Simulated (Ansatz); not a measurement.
**Property card for Pt**

Pt:
```
CELL_PARAMETERS angstrom
      0.00000     2.84390     2.84390
      2.84390     0.00000     2.84390
      2.84390     2.84390     0.00000
ATOMIC_POSITIONS crystal
  Pt 0.00000 0.00000 0.00000
  Pt 0.25000 0.25000 0.25000
```

Space group Fd-3m (No. 227), diamond; conventional cell a = b = c = 5.688 Å, α = β = γ = 90.00°.

Method: plane-wave PAW PBEsol (Ansatz code). Geometry: relaxed at this level of theory. Other levels are named where they apply.

### Cell and energy

- Volume per atom: 23.00 Å³
- Density: 14.08 g/cm³

### Electronic structure

Electronic character: metallic (no gap)
Density of states at the Fermi level: 2.6 states/eV per atom (mean over ±0.08 eV)
Gap with spin–orbit coupling: none (metallic)

### Mechanics

* **Bulk modulus (Birch–Murnaghan fit)**: 136 GPa
* **Pressure derivative B′**: 5.4
* **Elastic constants (relaxed ions, GPa)**: C11 = 106, C12 = 152, C44 = 0.2
* **Mechanical stability**: unstable (C has a negative eigenvalue)

### Phonons

- Highest zone-centre frequency = 184 cm⁻¹
- Zone-centre stability = no imaginary mode at Γ

The start of the workflow was typed in or built on a structure type; neither database checked (COD, Materials Project) lists it. It is not the phase usual at ambient conditions (space group No. 225). Symmetry was held in the PBEsol relaxation. The run is not spin-polarised. As this level gives no gap, shear constants depend on the k-mesh and smearing (Fermi–Dirac, 0.1 eV here). As this level gives no gap, phonon frequencies hold no LO–TO term and depend on the k-mesh and smearing (Fermi–Dirac, 0.1 eV here). On the denser mesh and wider smearing of the elastic run this cell carries a stress of 0.4 GPa. Spin–orbit coupling is left out wherever it is not named.

Potentials: the later of the program's two PAW sets.
